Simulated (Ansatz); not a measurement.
SiMo₂N:
```cif
data_Mo4N2Si2
_chemical_formula_sum 'Si2 Mo4 N2'
_space_group_name_H-M_alt 'P 1'
_space_group_IT_number 1
_cell_length_a 2.92072
_cell_length_b 2.92072
_cell_length_c 13.34445
_cell_angle_alpha 90.000
_cell_angle_beta 90.000
_cell_angle_gamma 120.000
loop_
_space_group_symop_operation_xyz
  'x, y, z'
loop_
_atom_site_label
_atom_site_type_symbol
_atom_site_fract_x
_atom_site_fract_y
_atom_site_fract_z
_atom_site_occupancy
Si1 Si 0.33333 0.66667 0.75000 1
Si2 Si 0.66667 0.33333 0.25000 1
Mo1 Mo 0.33333 0.66667 0.10117 1
Mo2 Mo 0.66667 0.33333 0.60117 1
Mo3 Mo 0.66667 0.33333 0.89883 1
Mo4 Mo 0.33333 0.66667 0.39883 1
N1 N 0.00000 0.00000 0.00000 1
N2 N 0.00000 0.00000 0.50000 1
```
Starting moments (μB, in the order of the atoms Si Si Mo Mo Mo Mo N N): 0.0 0.0 0.5 0.5 0.5 0.5 0.1 0.1.

Relaxed with r²SCAN.

### Question
Tabulate the valence density and the electron localisation function along the shortest Si–Mo contact (2.61 Å), plane-wave PAW r²SCAN (Ansatz code).

### Answer


```csv
distance from Si (Å),density (e/Å³),ELF
0.26,0.16,0.43
0.39,0.22,0.37
0.52,0.31,0.45
0.65,0.39,0.59
0.78,0.44,0.69
0.91,0.44,0.73
1.04,0.42,0.68
1.17,0.39,0.55
1.30,0.38,0.35
1.43,0.42,0.21
1.56,0.55,0.19
1.69,0.92,0.29
1.82,1.72,0.48
1.95,3.03,0.64
2.08,4.64,0.70
2.21,6.04,0.67
2.34,6.81,0.54
```

The density is the valence pseudo-density with augmentation charge, so density and ELF within about 1 Å of a nucleus are not all-electron values.

Space group P6_3/mmc. The start of the workflow was typed in or built on a structure type; neither database checked (COD, Materials Project) lists it. Its standing as an ambient phase is unchecked. The r²SCAN relaxation kept the symmetry of its start; whether a distortion lowers the energy is not shown. The final state is ferromagnetic, the only order run, not a proven ground state. Other orbital occupations within this spin state were not tried. No Hubbard U is applied.

Potentials: the earlier of the program's two PAW sets.
